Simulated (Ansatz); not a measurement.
SrTiO3:
```
SrTiO3
1.0
    3.93655     0.00000     0.00000
    0.00000     3.93655     0.00000
    0.00000     0.00000     3.93655
Sr Ti O
1 1 3
Direct
  0.00000   0.00000   0.00000
  0.50000   0.50000   0.50000
  0.50000   0.00000   0.50000
  0.00000   0.50000   0.50000
  0.50000   0.50000   0.00000
```

Relaxed with PBE. Special points in fractions of this cell's reciprocal vectors: Γ (0.000, 0.000, 0.000); X (0.000, 0.500, 0.000); M (0.500, 0.500, 0.000); R (0.500, 0.500, 0.500).

### Question
List the band energies nearest the valence-band maximum at these points for plane-wave PAW PBE with spin–orbit coupling (Ansatz code).

### Answer
In eV from the valence-band maximum; about four levels below and three above (degenerate sets whole), none deeper than 8.9 eV; points with the same levels are listed once.

```tsv
k	below	above
Γ	-0.34 -0.34 -0.34 -0.34	1.83 1.83 1.83 1.83
X	-0.74 -0.74 -0.71 -0.71	1.99 1.99 3.66 3.66
M	-1.53 -1.53 -0.09 -0.09	3.67 3.67 3.69 3.69
R	0.00 0.00 0.00 0.00	4.32 4.32 4.32 4.32
```

Space group Pm-3m (cubic perovskite). Symmetry was held in the PBE relaxation. The run is not spin-polarised.

Potentials: the earlier of the program's two PAW sets.
